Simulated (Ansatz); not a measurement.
# Notes on KCuH₂

```
CELL_PARAMETERS angstrom
4.78735 0.00000 0.00000
0.00000 4.78735 0.00000
0.00000 0.00000 8.05131
ATOMIC_POSITIONS crystal
Cu 0.50000 0.50000 0.00000
Cu 0.50000 0.50000 0.50000
H 0.12190 0.50000 0.50000
H 0.50000 0.12190 0.00000
H 0.87810 0.50000 0.50000
H 0.50000 0.87810 0.00000
K 0.00000 0.00000 0.25000
K 0.00000 0.00000 0.75000
```

Single point in Ansatz 0.2.0 with PBE, no spin polarisation. Cutoff 420 eV, PAW datasets, 6×6×3 Γ-centred k mesh, fermi-dirac filling (width 0.0294 eV).

Problem. Which atom feels the largest force, and which way?

Solution. The largest is on H5 (and as large on other atoms): 0.83 eV/Å, components (-0.83, 0.00, 0.00). It makes 180° with the line to a nearest neighbour, H3 at 1.17 Å, pointing away from it.

Problem. What does the stress say?

Solution. The pressure is -3.5 GPa (compression positive), so with the atoms held at these fractions the cell would first shrink; the forces are large, so a full relaxation may end otherwise. The principal stresses -4.4, -4.4, -1.5 GPa differ, so its shape would change too.

Problem. Is there a gap?

Solution. It is a metal on this mesh, though the bands barely overlap, with about 2.1 states/eV a cell as the mean within 0.25 eV of the Fermi level, mostly H s (41 %) and K s (40 %).

Problem. Which element gives electrons and which takes them?

Solution. Bader charges in e: K +0.81, Cu -0.30, H -0.26. In the mean K gives up most and Cu takes most.

Origin: a known structure type with other elements, at an estimated volume, so it need not be a known compound.
